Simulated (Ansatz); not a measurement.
# K (Cmcm), axial (c/a) deformation path

The calculation used Ansatz, DFT PBEsol, scalar-relativistic, plane waves, PAW. Settings: plane waves to 420 eV, k-mesh 12×12×8 (Γ-centred), Gaussian smearing 0.15 eV. No spin polarisation. Energies are free energies at this smearing, counted from the undisturbed cell; pressure is positive in compression.

The undisturbed cell (as given, not relaxed at this level; it stands at -0.3 GPa; this form isn't the usual structure):

```
CELL_PARAMETERS angstrom
2.43796 -4.04761 0.00000
2.43796 4.04761 0.00000
0.00000 0.00000 7.81180
ATOMIC_POSITIONS crystal
K 0.82061 0.17939 0.25000
K 0.17939 0.82061 0.75000
```

At fixed volume and fractional coordinates, lengths along (0.000, 0.000, 1.000) are scaled against those across it; ρ is that ratio over its starting value. The cell is metallic on the mesh throughout.

Task: Over the sampled range (0.850 to 1.200), is the undisturbed cell the lowest point?

Result: Yes, every other sampled point lies higher.

The scan:

| ρ | ΔE (meV/atom) |
| --- | --- |
| 0.850 | 15.1 |
| 0.920 | 3.8 |
| 1.000 | 0.0 |
| 1.100 | 8.4 |
| 1.200 | 29.4 |